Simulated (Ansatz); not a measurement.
Rh:
```
CELL_PARAMETERS angstrom
      0.00000     1.89999     1.89999
      1.89999     0.00000     1.89999
      1.89999     1.89999     0.00000
ATOMIC_POSITIONS crystal
  Rh 0.00000 0.00000 0.00000
```

Relaxed with r²SCAN. Special points in fractions of this cell's reciprocal vectors: Γ (0.000, 0.000, 0.000); X (0.500, 0.000, 0.500); U (0.625, 0.250, 0.625); K (0.375, 0.375, 0.750); L (0.500, 0.500, 0.500); W (0.500, 0.250, 0.750).

Question: List the band energies nearest the Fermi level at these points for plane-wave PAW r²SCAN with spin–orbit coupling (Ansatz code).

Answer: In eV from the Fermi level; about four levels below and three above (degenerate sets whole), none deeper than 8.9 eV; … stands for higher levels left out; points with the same levels are listed once.

| k | below | above |
|---|---|---|
| Γ | -1.02 -1.02 -1.02 -1.02 | … |
| X | -6.53 -6.53 -6.16 -6.16 | 0.52 0.52 0.98 0.98 |
| U | -2.10 -2.10 -0.72 -0.72 | 0.46 0.46 8.29 8.29 |
| L | -3.41 -3.41 -3.13 -3.13 | 0.54 0.54 0.71 0.71 |
| W | -3.88 -3.88 -1.24 -1.24 | 1.09 1.09 9.95 9.95 |

Space group Fm-3m (fcc (Cu type)). Symmetry was held in the r²SCAN relaxation. No spin polarisation was allowed.

Potentials: the earlier of the program's two PAW sets.
